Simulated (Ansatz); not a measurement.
Relaxed-ion elastic tensor of AlN (wurtzite, space group No. 186) in GPa (Voigt order), the program Ansatz at the LDA level (PAW); density 3.33 g/cm³, 10.21 Å³ per atom.

```tsv
	1	2	3	4	5	6
1	396	144	112	0.0	0.0	0.0
2	144	396	112	0.0	0.0	0.0
3	112	112	370	0.0	0.0	0.0
4	0.0	0.0	0.0	116	0.0	0.0
5	0.0	0.0	0.0	0.0	116	0.0
6	0.0	0.0	0.0	0.0	0.0	126
```

Task: Is the crystal mechanically stable?

Result: Yes: the smallest eigenvalue of C is 116 GPa.

Task: Work out the Voigt, Reuss and Hill averages.

Result: K_V = 211, K_R = 210, K_H = 211; G_V = 125, G_R = 124, G_H = 124 GPa.

Task: Give Young's modulus, Poisson's ratio, Pugh's ratio and the universal anisotropy index.

Result: E = 9KG/(3K + G) = 312 GPa; ν = 0.25; K/G = 1.69 (near the Pugh limit of 1.75, no verdict); A_U = 5G_V/G_R + K_V/K_R − 6 = 0.03.

Task: Estimate the sound speeds and the Debye temperature.

Result: v_l = √((K + 4G/3)/ρ) = 10600 m/s, v_t = √(G/ρ) = 6110 m/s, mean 6780 m/s; Θ = (h/k)(3n/4πV)^(1/3) v_m = 931 K.

Task: How much does each axis shrink under pressure?

Result: Linear compressibilities β_i = Σ_j S_ij (j = 1 to 3): x 1.5, y 1.5, z 1.8 per TPa.

Space group P6_3mc (wurtzite). The LDA relaxation kept the symmetry of its start; phonons on a q-mesh show no instability.

Potentials: the earlier of the program's two PAW sets.
